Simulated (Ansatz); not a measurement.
A geometry of S away from equilibrium: the start of the relaxation of a relaxed S cell displaced along its unstable phonon at q = Γ (737i cm⁻¹), largest move 0.15 Å. Method: PBE (plane waves to 420 eV, PAW, scalar-relativistic; Ansatz, a quantum-chemistry and plane-wave program). Γ-centred k-mesh 9×9×4 on the run's cell (coarser than for final values), Fermi–Dirac smearing 0.05 eV.

```xyz
4
Lattice="3.9955 0.0000 0.0000 -1.9977 3.4602 0.0000 0.0000 0.0000 8.0344" Properties=species:S:1:pos:R:3:forces:R:3 pbc="T T T" free_energy=-3606.081 pressure_GPa=1.8
S      0.0000     0.1499     2.0086    0.0000    1.1085    0.0000
S      0.0000    -0.1499     6.0258    0.0000   -1.1085    0.0000
S      0.0000     2.1568     2.0086    0.0000   -1.1138    0.0000
S      1.9977     1.3034     6.0258    0.0000    1.1138    0.0000
```

Positions in Å, forces in eV/Å, free energy of the cell in eV (comparable only within this code, potentials and settings). Largest force: 1.11 eV/Å, on S1, S2, S3, S4 (atoms numbered as listed); the geometry lies 0.25 eV/atom above the end of its relaxation.

No spin polarisation in the result. No dispersion correction is included, so spacings between layers, chains or molecules are soft and tend to come out too large.

The run could not lose the symmetry of its start: the end is stationary, and may be a saddle point rather than a minimum.

The end of the path is a generated cell of S: the first start was made by placing the elements on the sites of a structure type, and the end was not matched to a known phase here, so it may be hypothetical.
